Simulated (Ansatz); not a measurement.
Consider the following.

SiGe:
```cif
data_Ge2Si2
_chemical_formula_sum 'Si2 Ge2'
_space_group_name_H-M_alt 'P63mc'
_space_group_IT_number 186
_space_group_name_Hall 'P 6c -2c'
_cell_length_a 3.90074
_cell_length_b 3.90074
_cell_length_c 6.44222
_cell_angle_alpha 90.000
_cell_angle_beta 90.000
_cell_angle_gamma 120.000
loop_
_atom_site_label
_atom_site_type_symbol
_atom_site_symmetry_multiplicity
_atom_site_Wyckoff_symbol
_atom_site_fract_x
_atom_site_fract_y
_atom_site_fract_z
_atom_site_occupancy
Si1 Si 2 b 0.33333 0.66667 0.37456 1
Ge1 Ge 2 b 0.33333 0.66667 0.00044 1
```

This is the PBEsol-relaxed structure.

### Question
All from the program Ansatz at the PBEsol level (PAW), unless another level is named. Predict the Born charges (a third of the trace).

### Answer
Si +0.15, Ge -0.15 e.

### Question
Predict the electronic dielectric constant ε∞ (DFPT).

### Answer
14.1 (xx = yy), 15.3 (zz).

Space group P6_3mc (wurtzite). The first step of the workflow began from a Materials Project structure, measured or hypothetical; the Crystallography Open Database copy checked does not list it. Its standing as an ambient phase is unchecked. The PBEsol relaxation kept the symmetry of its start; of distortions, only those at the zone centre were tested. Spin–orbit coupling is left out wherever it is not named.

Potentials: the earlier of the program's two PAW sets.
